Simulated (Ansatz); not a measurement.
## Ba2CuHO6 single point

The input, for Ansatz 0.2.0 (plane waves, PAW):

```yaml
crystal:
  lattice:
    - [0.0, 5.475024, 0.0]
    - [5.475024, 0.0, 0.0]
    - [2.737512, 2.737512, -4.248944]
  atoms:
    - { symbol: Ba, position: [0.75, 0.25, 0.5] }
    - { symbol: Ba, position: [0.25, 0.75, 0.5] }
    - { symbol: Cu, position: [0.0, 0.0, 0.0] }
    - { symbol: H, position: [0.5, 0.5, 0.0] }
    - { symbol: O, position: [0.238, 0.272, 0.0] }
    - { symbol: O, position: [0.272, 0.762, 0.0] }
    - { symbol: O, position: [0.762, 0.728, 0.0] }
    - { symbol: O, position: [0.728, 0.238, 0.0] }
    - { symbol: O, position: [0.28, 0.28, 0.44] }
    - { symbol: O, position: [0.72, 0.72, 0.56] }
  symmetry: { tolerance: 0.0003 }
kpoints:
  mp_grid: { grid: [6, 6, 6], shift: [0, 0, 0] }
  band_path:
    path:
      - [0.0, 0.0, 0.0]
      - [0.5, 0.5, 0.5]
      - [0.5, 0.5, 0.75]
      - [0.5, 0.0, 0.5]
      - [0.0, 0.0, 0.0]
      - [0.0, 0.0, 0.5]
      - [0.29245128, 0.0, 0.64622564]
      - [0.70754872, 0.0, 0.35377436]
      - [0.0, 0.0, 0.0]
      - [0.5, 0.5, 0.5]
      - [0.70754872, 0.29245128, 0.5]
    npoints: 6
magnetization:
  spin_polarized: false
scf:
  occupations: { method: fermi_dirac }
  lower_state_search: "off"
  max_iter: 200
hamiltonian:
  pseudopotentials: { kind: paw }
  xc: pbe
basis:
  ecutwfc: 420
  fft_grid_basis: typed
output:
  forces: true
  stress: true
  eigenvalues: true
  bader: true
  populations: true
  elf: true
  write_potential: true
  volumetric_format: npy
  dos:
    e_range: [-12, 8]
    de: 0.05
    projected: { site_lists: { Ba: [Ba], Cu: [Cu], H: [H], O: [O] } }
checkpoint:
  read: saved_state
```

The saved state is an earlier solution for the same cell, perhaps on another mesh. 

Output (shortened):

```
Pseudopotentials: kind: paw
Pseudopotential: Ba, paw, valence charge 10, recommended cutoff 420 eV (normal), Ba.paw.azcp
Pseudopotential: Cu, paw, valence charge 19, recommended cutoff 420 eV (normal), Cu.paw.azcp
Pseudopotential: H, paw, valence charge 1, recommended cutoff 420 eV (normal), H.paw.azcp
Pseudopotential: O, paw, valence charge 6, recommended cutoff 420 eV (normal), O.paw.azcp
Functional definition: PBE
  exchange = pbe_x(kappa = kappa, mu = beta*pi^2/3)
  correlation = pbe_c(beta = beta)
Crystal: 10 atoms, lattice volume = 127.366 Å³
Basis set: ecut = 420 eV, 2503 PW (Γ), exchange–correlation on 80×80×80 points (8 copies of the dense FFT grid, shifted against one another)
Bands: 48, of which v1, the nominal top of the filled ones, is band 38 counted from 1 (37 counted from 0)
Symmetry: 8 space group operations
Space group: I4/m (ITA 87), of the structure as read, at distance tolerance 1.5e-3 Å
k-points: 36 of 216
Initial density: read from a saved state, or passed on in memory by an earlier SCF of this step, an earlier step, the calling program or the single point that the run made first
Functional: x = pbe(κ = 0.804, μ = 0.2195), c = pbe(β = 0.0667)
SCF iter   1: F=—  Δρ=1.13e-3  dr2=1.10e-3
SCF iter   2: F=—  Δρ=5.48e-4  dr2=2.85e-4
SCF iter   3: F=—  Δρ=9.50e-5  dr2=1.48e-5
SCF iter   4: F=—  Δρ=3.82e-5  dr2=1.77e-6
SCF iter   5: F=—  Δρ=2.57e-5  dr2=5.92e-7
SCF iter   6: F=-21937.1167 eV  Δρ=4.84e-6  dr2=3.00e-8
Free energy (F): -21937.1167 eV
Harris-Foulkes:  -21937.1167 eV  (|F-HF|=1.64e-9)
Internal energy: -21936.6877 eV  (E = F + TS)
E sigma→0 (E₀):  -21936.9022 eV
Entropy (-TS):   -0.4290 eV (-42.903 meV/atom)
Fermi energy:    7.5829 eV
--- Per-component energies (eV) ---
  E_band       = -550.2070
  E_kinetic    = 1671.6312
  E_local      = -8181.2349  (includes V_loc(G=0)·N_el)
  E_nonlocal   = 785.1086
  E_hartree    = 3419.9431
  E_xc         = -871.5188
  E_vxc        = -955.3520  (∫ρ·V_xc dr)
  E_paw        = -13046.0741  (= ΣΔE_a)
  E_vpaw       = -710.2656  (= ΣTr[D̂ρ^β])
  E_aug_tail   = 0.0137  (compensation charges beyond the density's cutoff)
  E_ewald      = -5714.5566
  E_smearing   = -0.4290  (= −TS)
--- Forces (eV/Å), atoms counted from 1 ---
  atom   1  Ba     0.0000     0.0000     0.0000
  atom   2  Ba     0.0000     0.0000     0.0000
  atom   3  Cu     0.0000     0.0000     0.0000
  atom   4  H      0.0000     0.0000     0.0000
  atom   5  O     -0.9894    -0.6117     0.0000
  atom   6  O      0.6117    -0.9894     0.0000
  atom   7  O      0.9894     0.6117     0.0000
  atom   8  O     -0.6117     0.9894     0.0000
  atom   9  O      0.0000     0.0000    -0.4955
  atom  10  O      0.0000     0.0000     0.4955
--- Stress (GPa, compression-positive) ---
       -2.0769       0.0000       0.0000
        0.0000      -2.0769       0.0000
        0.0000       0.0000      -6.4084
  P = ⅓ Tr σ = -3.5207 GPa (-35.207 kbar)
--- Löwdin populations: 10 sites ---
  site symbol       q [e]
     0     Ba      8.2452
     1     Ba      8.2452
     2     Cu     17.7718
     3      H      0.6199
     4      O      6.7238
     5      O      6.7238
     6      O      6.7238
     7      O      6.7238
     8      O      6.7585
     9      O      6.7585
  spilling = 0.0093 (of n_electrons = 76.0000)
```

Total energies depend on the potentials used, so only differences within one code and one set of settings carry meaning.

Origin: a known structure type with other elements, at an estimated volume, so it need not be a known compound. Caveats: many states at the Fermi level without spin polarisation, so a magnetic state may lie lower.
